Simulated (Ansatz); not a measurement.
According to plane-wave PAW PBEsol (Ansatz code), AlV₂C in the hexagonal phase (P6_3/mmc; Al on 2c, V on 4f, C on 2a) relaxes to a = 2.879 Å, c = 13.021 Å. Al has 12 nearest neighbours from 2.72 Å (anticuboctahedral); C has 6 nearest neighbours from 2.00 Å (octahedral). Its formation energy from the elements is -573 meV/atom, with no fitted shifts.

Electronic character: metallic (no gap).

The bulk modulus is 185 GPa. The relaxed-ion elastic constants in GPa are C11 = 356, C12 = 82.8, C13 = 108, C33 = 340, C44 = 159. The elastic constants imply a Debye temperature near 766 K. The highest mode at Γ lies at 723 cm⁻¹.

The PBEsol relaxation kept the symmetry of its start; of distortions, only those at the zone centre were tested. The run is not spin-polarised. As this level gives no gap, shear constants depend on the k-mesh and smearing (Fermi–Dirac, 0.1 eV here). As this level gives no gap, phonon frequencies hold no LO–TO term and depend on the k-mesh and smearing (Fermi–Dirac, 0.1 eV here). The references are the lowest solids computed at this level, not always the standard phases.

Potentials: the later of the program's two PAW sets.
